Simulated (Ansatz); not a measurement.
MgTe:
```
MgTe
1.0
    4.26457     0.00000     0.00000
    0.00000     4.26457     0.00000
    0.00000     0.00000     7.81600
Mg Te
2 2
Cartesian
  0.00000   2.13229   0.00000
  2.13229   0.00000   3.90800
  0.00000   0.00000   1.95400
  0.00000   0.00000   5.86200
```

Relaxed with PBE. Special points in fractions of this cell's reciprocal vectors: Γ (0.000, 0.000, 0.000); X (0.000, 0.500, 0.000); M (0.500, 0.500, 0.000); Z (0.000, 0.000, 0.500); R (0.000, 0.500, 0.500); A (0.500, 0.500, 0.500).

Task: List the band energies nearest the valence-band maximum at these points for the program Ansatz at the PBE level (PAW).

Result: In eV from the valence-band maximum; about four levels below and three above (degenerate sets whole), none deeper than 8.9 eV; points with the same levels are listed once.

```tsv
k	below	above
Γ	-1.36 -1.36 -0.74 -0.55 -0.55	0.26 2.86 3.58
X	-2.91 -0.98 -0.35 -0.25	0.20 2.52 3.80
M	-3.47 -2.45 -2.45 0.00	0.60 1.83 1.83
Z	-1.10 -1.10 -0.92 -0.92	1.61 1.61 3.99 3.99
R	-2.78 -2.49 -0.76 -0.54	1.87 1.90 3.29
A	-2.80 -2.80 -2.08 -2.08	1.17 1.17 3.12 3.12
```

Space group P4_2/mmc. The cell is a constructed one: a structure type filled with these elements; neither database checked (COD, Materials Project) lists it. COD files the formula under space group No. 186, so this cell is another polymorph or a model. Whether it is the stable phase at ambient conditions was not checked. The PBE relaxation kept the symmetry of its start; its stability against distortions is not shown here. Scalar-relativistic: spin–orbit coupling is off unless named, which matters more the heavier the elements.

Potentials: the later of the program's two PAW sets.
